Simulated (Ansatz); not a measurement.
**Sn2PbS3: rattling a relaxed structure**

The structure comes from a generated guess, relaxed at this level; another structure or a mixture of phases may lie lower.

Theory: Ansatz, DFT PBE, scalar-relativistic, plane waves, PAW. Cutoff 420 eV; k points 8×8×12 on the computed 6-atom cell (Γ-centred); Gaussian smearing, width 0.10 eV; no spin polarisation.

The cell below (6 atoms, space group Cm (No. 8)) is relaxed within its symmetry.

```yaml
crystal:
  lattice:
    - [3.61488, -6.25371, 0.00000]
    - [3.61488, 6.25371, 0.00000]
    - [-2.37739, 0.00000, 3.47150]
  atoms:
    - { symbol: Sn, position: [0.99652, 0.32755, 0.97043] }
    - { symbol: Sn, position: [0.32755, 0.99652, 0.97043] }
    - { symbol: Pb, position: [0.65470, 0.65470, 0.95332] }
    - { symbol: S, position: [0.44923, 0.79104, 0.39505] }
    - { symbol: S, position: [0.14777, 0.14777, 0.41613] }
    - { symbol: S, position: [0.79104, 0.44923, 0.39505] }
```

For the test a repeat of it with 12 atoms (edges 4.21, 7.22, 11.08 Å) was strained at random (σ = 1.5 % a component), the atoms were moved at random (σ = 0.15 Å), and all was relaxed again on a coarse 6×4×2 mesh (in the run’s order of axes) with 0.20 eV smearing, with no symmetry imposed.

These runs have no spin–orbit coupling, which can matter for Pb.

Q: Does it come back?

A: It returns, within 1 meV/atom of the unmoved cell on that mesh and with the same symmetry when read at 0.1 Å (P1 at 0.01 Å, so small strains and shifts remain). So it is stable against the distortions that fit this cell and that this random move excites. Modes that don't fit the cell aren't tested.
